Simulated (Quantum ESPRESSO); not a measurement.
**Kohn-Sham bands of Ba2Zn (I4/mmm)**

```xyz
3
Lattice="0.0000 -4.1509 0.0000 4.1509 0.0000 0.0000 -2.0755 2.0755 7.6161" Properties=species:S:1:pos:R:3 pbc="T T T"
Ba    -2.0755     2.0755     1.9190
Ba     2.0755    -2.0755    -1.9190
Zn     0.0000     0.0000     0.0000
```

Structure: Materials Project mp-1018178, symmetrised, not relaxed again. Not found in the COD (Crystallography Open Database) copy used; not checked further. Method: PBEsol plane waves in Quantum ESPRESSO 7.5 (PseudoDojo norm-conserving files, 68 Ry, no spin polarisation, no spin-orbit coupling), Bloch states on a 4×4×4 mesh through Γ, Wannier90 4.0.1. Density: 10×10×10 mesh, cold smearing 0.01 Ry. Spin-orbit coupling is left out although heavy elements are present.

Problem. List the Kohn-Sham levels between −8 and 3.0 eV relative to the Fermi level at the high-symmetry points, as a band run of pw.x on that density gives them (levels within 2 meV counted together).

Solution. 
| point | k (reciprocal lattice) | levels (eV) |
|---|---|---|
| Γ | 0.000 0.000 0.000 | -6.82, -6.80, -6.78 (×3), -4.66, -1.35, -0.47, 0.68, 0.69, 1.14, 2.04 (×2) |
| X | -0.500 0.500 0.000 | -6.80, -6.79 (×2), -6.76, -6.71, -3.24, -0.87, -0.80, -0.53, 1.02, 1.06, 1.98, 2.73 |
| P | -0.500 0.500 0.250 | -6.80, -6.79 (×2), -6.76, -6.71, -3.24, -0.83, -0.72 (×2), 1.46 (×2), 1.64, 1.65 |
| N | 0.000 0.500 0.000 | -6.81, -6.81, -6.80, -6.79, -6.74, -3.48, -1.31, -0.01, 0.61, 1.17, 1.27, 1.54, 1.80, 2.82 |
| M | 0.000 0.000 0.500 | -6.82, -6.80, -6.78 (×2), -6.78, -4.44, -2.12, 0.34, 0.37, 1.16, 1.16, 1.75 (×2) |
| S | 0.000 0.463 0.269 | -6.81, -6.81, -6.80, -6.79, -6.74, -3.51, -1.18, -0.15, 0.50, 1.28, 1.34, 1.47, 1.83, 2.96 |
| S_0 | 0.000 0.537 -0.269 | -6.81, -6.81, -6.80, -6.79, -6.74, -3.51, -1.18, -0.15, 0.50, 1.28, 1.34, 1.47, 1.83, 2.96 |
| R | -0.463 0.537 -0.037 | -6.80, -6.79 (×2), -6.76, -6.71, -3.24, -0.85, -0.77, -0.56, 0.98, 1.15, 1.96, 2.74 |
| G | -0.463 0.463 0.500 | -6.80, -6.79 (×2), -6.76, -6.71, -3.24, -0.85, -0.77, -0.56, 0.98, 1.15, 1.96, 2.74 |
